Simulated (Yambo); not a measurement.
ZnS (zinc blende, space group F-43m, No. 216), G0W0@LDA in Yambo with this input:

```
rim_cut
gw0
dyson
el_el_corr
HF_and_locXC
ppa
em1d
RandQpts= 1000000
RandGvec= 1 Ry
EXXRLvcs= 84 Ry
VXCRLvcs= 336 Ry
Chimod= "HARTREE"
% BndsRnXp
 5 | 151 |
%
NGsBlkXp= 14 Ry
% LongDrXp
 1.0 | 1.0 | 1.0 |
%
PPAPntXp= 27.2114 eV
% GbndRnge
 1 | 151 |
%
GTermKind= "BG"
DysSolver= "n"
ExtendOut
```

On a 4×4×4 mesh, with wavefunctions cut at 84 Ry, the gap (Γ → Γ) is 3.670 eV and the valence edge shifts by -1.119 eV.

Task: What happens with this change: wavefunctions cut at 25 Ry?

Result: The gap falls by 0.196 eV, to 3.474 eV; the shift of the valence edge becomes -0.837 eV. Neither run is shown to be the converged limit.

Geometry relaxed with LDA; primitive cell a = 3.7446 Å, b = 3.7446 Å, c = 3.7446 Å, α = 60.00°, β = 60.00°, γ = 60.00°.

A shift is the quasiparticle energy of the state minus its LDA energy.
